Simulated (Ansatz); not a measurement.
Given:

Nb$_{3}$Ir:
```
CELL_PARAMETERS angstrom
      4.05674     0.00000     0.00000
      0.00000     4.05674     0.00000
      0.00000     0.00000     4.05674
ATOMIC_POSITIONS crystal
  Nb 0.00000 0.50000 0.50000
  Nb 0.50000 0.50000 0.00000
  Nb 0.50000 0.00000 0.50000
  Ir 0.00000 0.00000 0.00000
```

This is the PBEsol-relaxed structure.

Q: All from DFT-PBEsol in the program Ansatz with PAW potentials, unless another level is named. Give the formation energy from the elements (no fitted shifts).

A: -0.11 eV/atom.

Q: Give the density of states at the Fermi level.

A: 1.0 states/eV per atom (mean over ±0.08 eV).

Space group Pm-3m (Cu3Au type). The cell is a constructed one: a structure type filled with these elements; neither database checked (COD, Materials Project) lists it. COD files the formula under space group No. 223. Its standing as an ambient phase is unchecked. Symmetry was held in the PBEsol relaxation. At this level the phase is mechanically unstable. No spin polarisation was allowed. The references are the lowest solids computed at this level, not always the standard phases. Spin–orbit coupling is left out wherever it is not named.

Potentials: the earlier of the program's two PAW sets. The files were generated under PBE; for other functionals the program regenerates the frozen cores, and for LDA and PBEsol the local potential too.
